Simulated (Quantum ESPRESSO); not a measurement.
# Band energies of GaP

```
CELL_PARAMETERS angstrom
      0.00000     2.69401     2.69401
      2.69401     0.00000     2.69401
      2.69401     2.69401     0.00000
ATOMIC_POSITIONS crystal
  P  0.75000 0.75000 0.75000
  Ga 0.00000 0.00000 0.00000
```

norm-conserving LDA (Quantum ESPRESSO, 80 Ry, without SOC); path ΓXWKΓLUWLK,UX; energies in eV from the valence-band maximum.

```csv
k (1/Å),point,band 5,band 6,band 7,band 8,band 9,band 10,band 11,band 12
0.00,Γ,-14.64,-12.78,0.00,0.00,0.00,1.89,3.79,3.79
0.53,,-14.63,-11.88,-3.36,-1.60,-1.60,2.18,3.83,6.37
1.17,X,-14.62,-9.62,-7.01,-2.83,-2.83,1.44,1.65,10.69
1.75,W,-14.63,-9.51,-6.79,-3.78,-3.64,4.61,4.92,6.01
1.89,,-14.63,-9.56,-6.79,-3.97,-3.26,3.68,4.86,6.49
2.16,K,-14.63,-9.66,-6.79,-4.17,-2.38,2.02,4.75,8.26
2.47,,-14.64,-10.41,-6.04,-3.97,-1.58,2.84,5.98,6.35
3.09,,-14.64,-12.47,-2.01,-0.89,-0.15,2.85,3.99,4.08
3.40,Γ,-14.64,-12.78,0.00,0.00,0.00,1.89,3.79,3.79
3.70,,-14.64,-12.48,-2.15,-0.34,-0.34,2.44,4.28,4.28
4.21,,-14.64,-10.96,-6.29,-1.10,-1.10,1.69,4.68,4.68
4.41,L,-14.63,-10.59,-6.91,-1.18,-1.18,1.61,4.63,4.63
4.82,,-14.63,-10.16,-6.68,-3.44,-1.82,2.62,5.17,6.25
5.12,U,-14.63,-9.66,-6.79,-4.17,-2.38,2.02,4.75,8.26
5.43,,-14.63,-9.54,-6.79,-3.91,-3.39,4.00,4.87,6.28
5.53,W,-14.63,-9.51,-6.79,-3.78,-3.64,4.61,4.92,6.01
5.90,,-14.63,-10.07,-6.64,-3.59,-2.24,3.60,4.21,6.58
6.36,L,-14.63,-10.59,-6.91,-1.18,-1.18,1.61,4.63,4.63
6.45,,-14.63,-10.57,-6.90,-1.40,-1.22,1.82,4.55,4.72
6.98,,-14.63,-9.75,-6.71,-4.19,-2.25,2.16,5.30,7.73
7.07,K,-14.63,-9.66,-6.79,-4.17,-2.38,2.02,4.75,8.26
7.07,U,-14.63,-9.66,-6.79,-4.17,-2.38,2.02,4.75,8.26
7.49,X,-14.62,-9.62,-7.01,-2.83,-2.83,1.44,1.65,10.69
```

The LDA gap is indirect, 1.40 eV, from Γ to 82 % of the way from Γ to X; the smallest direct gap is 1.89 eV.

Spin-orbit splittings are left out.

Geometry relaxed with LDA.
